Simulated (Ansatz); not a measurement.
# Every step of a relaxation of Ge$_{2}$W

DFT, PBEsol, PAW with Ansatz's default frozen-core files, scalar-relativistic (Ansatz 0.2.0); a Γ-centred 15×15×15 k mesh, Fermi–Dirac smearing of 0.05 eV, no spin polarisation. The run relaxes cell and atoms at a target pressure of 0 GPa.

Command: `ansatz run input.yaml --threads 1 --pin off --max-ram 3072MiB --backend cpu --events-out ev --progress --plain --runs-dir out` It took 49 s on 1 thread of Intel(R) Xeon(R) Platinum 8488C (Sapphire Rapids) (shared host), peak memory 0.61 GiB.

PAW: frozen-core files, cutoff 420 eV; forces are relaxed below 0.005 eV/Å.

Each step lists its free energy a cell above the last geometry, the pressure, the cell vectors (Å), and Cartesian positions (Å) with forces (eV/Å).

The first step:

```
step 1  dF = 22.82 meV  P = -2.23 GPa
  cell -1.6600 1.6600 4.0960  1.6600 -1.6600 4.0960  1.6600 1.6600 -4.0960
  Ge 0.0000 0.0000 2.7304   0.0000 0.0000 0.6072
  Ge 0.0000 0.0000 5.4616   0.0000 0.0000 -0.6072
  W 0.0000 0.0000 0.0000   0.0000 0.0000 0.0000
```

Spin–orbit coupling is left out, which matters for the heavy atoms. The PAW files were made under PBE.

Q: Where does the relaxation end, and by which steps?

A: After 5 geometries, with conventional a, b, c = 3.305, 3.305, 8.193 Å, at 14.913 Å³/atom (-0.91 % against the start) in space group I4/mmm, with a shortest distance of 2.668 Å. The further steps:
```
step 2  dF = 9.51 meV  P = 3.07 GPa
  cell -1.6445 1.6445 4.0797  1.6445 -1.6445 4.0797  1.6445 1.6445 -4.0797
  Ge 0.0000 0.0000 2.7642   0.0000 0.0000 -0.3103
  Ge 0.0000 0.0000 5.3952   0.0000 0.0000 0.3103
  W 0.0000 0.0000 0.0000   0.0000 0.0000 0.0000
step 3  dF = 0.13 meV  P = -0.36 GPa
  cell -1.6537 1.6537 4.0973  1.6537 -1.6537 4.0973  1.6537 1.6537 -4.0973
  Ge 0.0000 0.0000 2.7630   0.0000 0.0000 0.0025
  Ge 0.0000 0.0000 5.4315   0.0000 0.0000 -0.0025
  W 0.0000 0.0000 0.0000   0.0000 0.0000 0.0000
step 4  dF = 0.00 meV  P = 0.02 GPa
  cell -1.6521 1.6521 4.0973  1.6521 -1.6521 4.0973  1.6521 1.6521 -4.0973
  Ge 0.0000 0.0000 2.7627   0.0000 0.0000 0.0068
  Ge 0.0000 0.0000 5.4319   0.0000 0.0000 -0.0068
  W 0.0000 0.0000 0.0000   0.0000 0.0000 0.0000
step 5  dF = 0.00 meV  P = 0.00 GPa
  cell -1.6524 1.6524 4.0964  1.6524 -1.6524 4.0964  1.6524 1.6524 -4.0964
  Ge 0.0000 0.0000 2.7624   0.0000 0.0000 -0.0008
  Ge 0.0000 0.0000 5.4304   0.0000 0.0000 0.0008
  W 0.0000 0.0000 0.0000   0.0000 0.0000 0.0000
step 6  dF = 0.11 meV  P = 0.01 GPa  (same geometry on a basis chosen anew; earlier energies don't compare to the last digit)
  cell -1.6524 1.6524 4.0964  1.6524 -1.6524 4.0964  1.6524 1.6524 -4.0964
  Ge 0.0000 0.0000 2.7624   0.0000 0.0000 -0.0008
  Ge 0.0000 0.0000 5.4304   0.0000 0.0000 0.0008
  W 0.0000 0.0000 0.0000   0.0000 0.0000 0.0000
```
